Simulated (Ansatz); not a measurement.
GaAs (zinc blende)

```yaml
crystal:
  lattice:
    - [0.00000, 2.82951, 2.82951]
    - [2.82951, 0.00000, 2.82951]
    - [2.82951, 2.82951, 0.00000]
  atoms:
    - { symbol: As, position: [0.75000, 0.75000, 0.75000] }
    - { symbol: Ga, position: [0.00000, 0.00000, 0.00000] }
```

The slice is a {111} plane (indices of the conventional cell) through the point (0.750, 0.750, 0.750) (fractional), spanned by u = [100] and v = [-1 2 0] in vectors of this cell: u (4.00 Å) and v (6.93 Å, at 90° to u). It covers one period; positions are fractions (u, v).

Level of theory: PBEsol (plane waves to 420 eV, PAW, scalar-relativistic; Ansatz, a program for electronic structure). k mesh 10×10×10. These are valence fields of a PAW run, semicore shells included where kept as valence: close to a nucleus they are smooth pseudo fields. GaAs was relaxed with its symmetry unable to fall.

**Question.** Predict the map of the electron localisation function (ELF) on the slice.

**Answer.** 
```
|xxxx**%%%%++::..::++%%%%**xx|
|**##%%##**==..  ..==**##%%##|
|@@@@%%##++::      ::++##%%@@|
|@@@@%%**--..      ..--**%%@@|
|####**==::          ::==**##|
|--------::..........::------|
|--------====++++++====------|
|------++##%%######%%##++----|
|----==##@@@@%%%%%%@@@@##==--|
|----++@@@@%%##++##%%@@@@++--|
|--==##@@@@##xxxxxx##@@@@##==|
|--==##%%%%++xxxxxx++%%%%##==|
|..::++%%%%**xxxxxx**%%%%++::|
|  ..==**##%%##**##%%##**==..|
|    ::++##%%@@@@@@%%##++::  |
|    ..--**%%@@@@@@%%**--..  |
|      ::==**######**==::    |
|......::--------------::....|
|++++====--------------====++|
|####%%##++----------++##%%##|
|%%%%@@@@##==------==##@@@@%%|
|++##%%@@@@++------++@@@@%%##|
|xxxx##@@@@##==--==##@@@@##xx|
|xxxx++%%%%##==--==##%%%%++xx|
```
Scale: ten equal steps from 0.02 (start of ' ') to 0.75 (end of '@'), in the order ' .:-=+*#%@'. Values: electron localisation function (ELF). The map has 14 points along u (two characters each, u = 0 at the left) and 24 along v (v = 0 in the bottom row). Points within 0.5 Å of a nucleus are blanked (x), as the pseudised field means little there.
